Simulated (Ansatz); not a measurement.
Given:

RbBr3:
```
CELL_PARAMETERS angstrom
     -2.24431     2.24431     6.55931
      2.24431    -2.24431     6.55931
      2.24431     2.24431    -6.55931
ATOMIC_POSITIONS crystal
  Rb 0.00000 0.00000 0.00000
  Br 0.75000 0.25000 0.50000
  Br 0.25000 0.75000 0.50000
  Br 0.50000 0.50000 0.00000
```

This is the r²SCAN-relaxed structure.

Problem. All from DFT-r²SCAN in the program Ansatz with PAW potentials, unless another level is named. Predict the electronic character.

Solution. metallic (no gap).

Problem. Predict the density of states at the Fermi level.

Solution. 1.4 states/eV per atom (mean over ±0.08 eV).

Problem. Give the formation energy from the elements (no fitted shifts).

Solution. -0.70 eV/atom.

Space group I4/mmm. The first step of the workflow began from a Materials Project structure, measured or hypothetical; the Crystallography Open Database copy checked does not list it. Its standing as an ambient phase is unchecked. The cell was relaxed with r²SCAN under the symmetry of its start; its stability against distortions is not shown here. The references are the lowest solids computed at this level, not always the standard phases. Spin–orbit coupling is left out wherever it is not named.

Potentials: the later of the program's two PAW sets.
